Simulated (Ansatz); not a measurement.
A geometry of La2O3 away from equilibrium: the start of the relaxation of a relaxed La2O3 cell, doubled along one cell vector, shaken by Gaussian noise of σ = 0.08 Å a coordinate. Computed with r2SCAN (plane waves to 500 eV, PAW, scalar-relativistic; Ansatz, an electronic-structure program). Γ-centred k-mesh 5×3×5 on the run's cell (coarser than for final values), Fermi–Dirac smearing 0.05 eV.

```xyz
10
Lattice="4.5594 0.0000 0.0000 0.0000 9.1188 0.0000 0.0000 0.0000 4.5594" Properties=species:S:1:pos:R:3:forces:R:3 pbc="T T T" free_energy=-28482.536 pressure_GPa=1.0
La     2.4414     2.1441     2.2816    0.3104    0.2222    0.4087
La     2.2461     6.8692     2.1019   -0.3733   -1.2971   -0.6150
La     0.0205    -0.0115     0.1552    1.5723   -1.3914   -1.4934
La    -0.0100     4.5539     0.0320    0.6296   -1.9934    0.5935
O      2.4064    -0.0188     0.0023   -1.7240    0.1176    0.2197
O      2.3135     4.6253     0.0371   -0.5764    0.1609    0.5312
O      0.0162     2.2034    -0.0227   -0.4144    0.3322   -0.0532
O      0.0406     6.6799     0.1169    0.3604    3.5861    1.0232
O      0.0664    -0.0543     2.3614    0.1259    0.0936    0.6971
O      0.0578     4.6607     2.3845    0.0896    0.1691   -1.3118
```

Positions in Å, forces in eV/Å, free energy of the cell in eV (comparable only within this code, potentials and settings). Largest force: 3.75 eV/Å, on O8 (atoms numbered as listed); the geometry lies 0.83 eV/atom above the end of its relaxation.

No spin polarisation in the result.

The end of the path is a generated cell of La2O3: the first start was made by a random draw of sites in a space group, and the end was not matched to a known phase here, so it may be hypothetical. Known forms of La2O3 include space group No. 164.
